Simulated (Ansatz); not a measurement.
Ga:
```yaml
crystal:
  lattice:
    - [2.22053, -3.77706, 0.00000]
    - [2.22053, 3.77706, 0.00000]
    - [0.00000, 0.00000, 4.49843]
  atoms:
    - { symbol: Ga, position: [0.65588, 0.34412, 0.41526] }
    - { symbol: Ga, position: [0.34412, 0.65588, 0.58474] }
    - { symbol: Ga, position: [0.84412, 0.15588, 0.91526] }
    - { symbol: Ga, position: [0.15588, 0.84412, 0.08474] }
```

Relaxed with r²SCAN+D4 (plane waves, PAW; program Ansatz). Indices refer to the conventional cell of Cmce, a = 4.4411 Å, b = 7.5541 Å, c = 4.4984 Å, α = β = γ = 90.00°.

Simulate the powder diffraction pattern (neutron, λ = 1.5401 Å; lines above 1 %) up to 2θ = 90°.

Simulated powder pattern, neutron, λ = 1.5401 Å (kinematic, ideal powder, no thermal factors, coherent scattering alone; the 30 strongest lines at most, above 1 %, up to 2θ = 90°):

| 2θ (°) | d (Å) | I/Imax (%) | hkl |
|---|---|---|---|
| 23.53 | 3.777 | 17 | (020) |
| 30.63 | 2.916 | 68 | (111) |
| 30.88 | 2.893 | 32 | (021) |
| 40.04 | 2.249 | 11 | (002) |
| 40.58 | 2.221 | 44 | (200) |
| 46.03 | 1.969 | 100 | (131) |
| 46.79 | 1.939 | 72 | (112) |
| 47.44 | 1.914 | 9.6 | (220) |
| 48.13 | 1.889 | 17 | (040) |
| 51.85 | 1.761 | 25 | (221) |
| 52.49 | 1.741 | 7.1 | (041) |
| 58.33 | 1.580 | 11 | (202) |
| 58.78 | 1.569 | 2.9 | (132) |
| 63.77 | 1.458 | 2.8 | (222) |
| 64.34 | 1.446 | 4.9 | (042) |
| 64.73 | 1.439 | 21 | (240) |
| 67.08 | 1.394 | 33 | (023) |
| 67.70 | 1.382 | 18 | (311) |
| 68.39 | 1.370 | 9.6 | (241) |
| 75.41 | 1.259 | 14 | (060) |
| 77.69 | 1.228 | 46 | (331) |
| 78.25 | 1.220 | 34 | (312) |
| 78.90 | 1.212 | 7.6 | (242) |
| 79.29 | 1.207 | 47 | (152) |
| 81.44 | 1.180 | 52 | (223) |
| 81.95 | 1.174 | 15 | (043) |
| 86.43 | 1.125 | 4.1 | (004) |
| 87.83 | 1.110 | 14 | (400) |
| 89.00 | 1.099 | 5.6 | (062) |
| 89.35 | 1.095 | 24 | (260) |

The r²SCAN+D4 relaxation kept the symmetry of its start. The pairwise dispersion correction was not fitted to metals. Axis ratios of metals converge slowly with the k-mesh, so a and c are less sure than the volume.

Potentials: the later of the program's two PAW sets.
